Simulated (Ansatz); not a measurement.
According to r²SCAN (plane waves, PAW; program Ansatz), Ba in the diamond structure (Fd-3m) relaxes to a = 7.564 Å. Ba has 4 nearest neighbours from 3.28 Å (tetrahedral).

Electronic character: metallic (no gap). Gap from r²SCAN with spin–orbit coupling: none (metallic).

An equation-of-state fit gives a bulk modulus of 12.9 GPa. The relaxed-ion elastic constants in GPa are C11 = 3.9, C12 = 17.5, C44 = -14.2.

The start of the workflow was typed in or built on a structure type; neither database checked (COD, Materials Project) lists it. It is not the phase usual at ambient conditions (space group No. 229). The cell was relaxed with r²SCAN under the symmetry of its start. At this level the phase is mechanically unstable. The volume moved by -46 % from the start of the relaxation. As this level gives no gap, shear constants depend on the k-mesh and smearing (Fermi–Dirac, 0.1 eV here). Spin–orbit coupling is left out wherever it is not named.

Potentials: the later of the program's two PAW sets.
